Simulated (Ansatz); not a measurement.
# Y (P6_3/mmc): elastic constants by finite strains

Method: PBEsol, PAW on Ansatz 0.2.0's default frozen-core files (fitted under PBE), scalar-relativistic.

The cell comes from a PAW relaxation under the same functional.

Command line:

```sh
ansatz run input.yaml --threads 1 --pin off --max-ram 2048MiB --backend cpu --events-out ev --progress --plain --runs-dir out
```

Input file:

```yaml
crystal:
  lattice:
    - [3.59199208708, 0.0, 0.0]
    - [-1.79599604354, 3.11075639761, 0.0]
    - [0.0, 0.0, 5.61408351955]
  atoms:
    - { symbol: "Y", position: [0.333333333333, 0.666666666667, 0.25] }
    - { symbol: "Y", position: [0.666666666667, 0.333333333333, 0.75] }
kpoints:
  mp_grid: { grid: [16, 16, 8] }
scf:
  occupations: { method: fermi_dirac, width: 0.1 }
hamiltonian:
  xc: pbesol
  pseudopotentials: { kind: paw }
elastic:
  mode: relaxed_ion
  stencil: two_point
  amplitude: 0.008
```

The program printed:

```
Warning: RAYON_NUM_THREADS=1 ignored (pool sized by the plan → 1); use --threads N
Engine: ansatz 0.2.0, x86_64-unknown-linux-gnu
Pseudopotentials: kind: paw
Pseudopotential: Y, paw, valence charge 11, recommended cutoff 420 eV (normal), Y.paw.azcp
Functional definition: PBEsol
  exchange = pbesol_x
  correlation = pbesol_c
Crystal: 2 atoms, lattice volume = 62.731 Å³
Basis set: ecut = 420 eV, 1207 PW (Γ), exchange–correlation on 50×50×80 points (8 copies of the dense FFT grid, shifted against one another)
Bands: 15, of which v1, the nominal top of the filled ones, is band 11 counted from 1 (10 counted from 0)
Symmetry: 24 space group operations
Space group: P63/mmc (ITA 194), of the structure as read, at distance tolerance 4.0e-5 Å
k-points: 150 of 2048
Non-local potential: Y, projectors of the file, l = 0: 3, l = 1: 2, l = 2: 2, l = 3: 1
PAW form: soft (Blöchl's): semilocal exchange-correlation on the pseudo side does not see the compensation charge
PAW frozen core: Y, regenerated for the run's functional, and the local potential with it (the file was generated under x = pbe(κ = 0.804, μ = 0.2195149727645171), c = pbe(β = 0.06672455060314922))
[... 194 lines left out ...]
  moduli (Voigt/Reuss/Hill, GPa): K = 42.20/42.19/42.19   G = 26.43/26.37/26.40   E = 65.54   ν = 0.241
  mechanically stable: yes (min eigenvalue of sym C = 25.58 GPa)
  the stresses are not corrected for the forces that the relaxations left standing (`elastic.f_tol`)
  strain η (Voigt 11):  stress-route row diagonal C_11 = 77.06 GPa, energy-path curvature d²(F+E_count+ΔE)/dδ²/Ω₀ = 77.07 GPa
         δ    σ_11 (GPa)             F (eV)   n_scf  n_hpsi   n_pw
    -8.000e-3      -0.6678       -7590.2040751       4   83055   1237   relax 4 steps, max|allowed force component| 4.09e-8 eV/Å
     8.000e-3       0.5651       -7590.2043600       4   84214   1258   relax 3 steps, max|allowed force component| 7.27e-7 eV/Å
  strain η (Voigt 33):  stress-route row diagonal C_33 = 82.53 GPa, energy-path curvature d²(F+E_count+ΔE)/dδ²/Ω₀ = 82.53 GPa
         δ    σ_33 (GPa)             F (eV)   n_scf  n_hpsi   n_pw
    -8.000e-3      -0.6298       -7590.2042707       7   44233   1240   relax 0 steps, max|allowed force component| 3.47e-17 eV/Å
     8.000e-3       0.6906       -7590.2040280       6   36457   1260   relax 0 steps, max|allowed force component| 3.70e-17 eV/Å
  strain η (Voigt 23):  stress-route row diagonal C_44 = 25.58 GPa, energy-path curvature d²(F+E_count+ΔE)/dδ²/Ω₀ = 25.58 GPa
         δ    σ_23 (GPa)             F (eV)   n_scf  n_hpsi   n_pw
    -8.000e-3      -0.2046       -7590.2048625       4  128501   1246   relax 3 steps, max|allowed force component| 2.20e-6 eV/Å
     8.000e-3       0.2046       -7590.2048625       4  128496   1246   relax 3 steps, max|allowed force component| 2.20e-6 eV/Å
```

The run converged.

Strained cells:

Elastic constants of a crystal by Kohn-Sham DFT: slopes of the stress over finite engineering strains of the given cell, Voigt indices, Cartesian axes as in the input; stress of each strained cell less that at rest, tension positive.

| strain component | strain | stress xx (GPa) | stress yy (GPa) | stress zz (GPa) | stress yz (GPa) | stress xz (GPa) | stress xy (GPa) | relaxation steps |
| --- | --- | --- | --- | --- | --- | --- | --- | --- |
| xx | -0.008 | -0.6254 | -0.2019 | -0.1895 | 0 | 0 | 0 | 4 |
| xx | 0.008 | 0.6075 | 0.199 | 0.1821 | 0 | 0 | 0 | 3 |
| zz | -0.008 | -0.1899 | -0.1899 | -0.6729 | 0 | 0 | 0 | 0 |
| zz | 0.008 | 0.1831 | 0.1831 | 0.6476 | 0 | 0 | 0 | 0 |
| yz | -0.008 | -0.0006 | 0.0022 | -0.0034 | -0.2046 | 0 | 0 | 3 |
| yz | 0.008 | -0.0006 | 0.0022 | -0.0034 | 0.2046 | 0 | 0 | 3 |

### Elastic moduli

Hill averages of a grain aggregate, Debye temperature from the mean sound speed over directions.

```
Bulk modulus                     : 42.19 GPa
Shear modulus                    : 26.4 GPa
Young modulus                    : 65.54 GPa
Poisson ratio                    : 0.2411
Bulk over shear modulus          : 1.598
Elastic anisotropy index         : 0.0122
Least young modulus              : 64.12 GPa
Largest young modulus            : 71.92 GPa
Longitudinal sound speed         : 4055 m/s
Transverse sound speed           : 2368 m/s
Elastic debye temperature        : 247.9 K
Linear compressibility (x, y, z) : 8.069, 8.069, 7.568 1/TPa
```

**Elastic constants**

* Pressure at rest: 0.014 GPa
* Least elastic eigenvalue: 25.58 GPa
* Elastically stable: yes

```csv
index,elastic (GPa)
11,77.06
12,25.06
13,23.27
33,82.53
44,25.58
```

Caveats: frozen-core PAW files fitted under PBE, their cores solved anew for the functional of the run; responses of metals move with mesh and smearing; elastic stability says nothing of phonons or of other phases.

It took 2.5 min on 1 thread of Intel(R) Xeon(R) 6975P-C (Granite Rapids), on a shared host, peak memory 0.76 GiB.
